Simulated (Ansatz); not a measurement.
A distorted cell of Os (hcp, Mg type):

```
Os
1.0
    2.84378     0.00000     0.00000
   -1.42189     2.46279     0.00000
    0.00000     0.00000     4.48454
Os
2
Direct
  0.33333   0.66667   0.75000
  0.66667   0.33333   0.25000
```

All values below come from PBE (plane waves to 420 eV, PAW, scalar-relativistic; Ansatz, a first-principles code). k mesh 19×19×11 (Γ-centred), Fermi-Dirac smearing 0.05 eV. E stands for the smeared free energy. Compression counts positive. Os is run without spin polarisation. Os was relaxed with its symmetry unable to fall. Spin-orbit coupling is left out, though Os is heavy.

Q: Give the stress tensor in GPa and the pressure.

A: 
```
  -29.4      0.0      0.0
    0.0    -29.4      0.0
    0.0      0.0    -31.5
```
The pressure, a third of the trace, is -30.1 GPa.

Q: It is the relaxed cell scaled evenly to V/V₀ = 1.100, atoms relaxed where free. What is its energy relative to the relaxed cell?

A: 147 meV/atom.

(Under strain, the slope of the energy per volume gives the stress and its curvature an elastic modulus.)
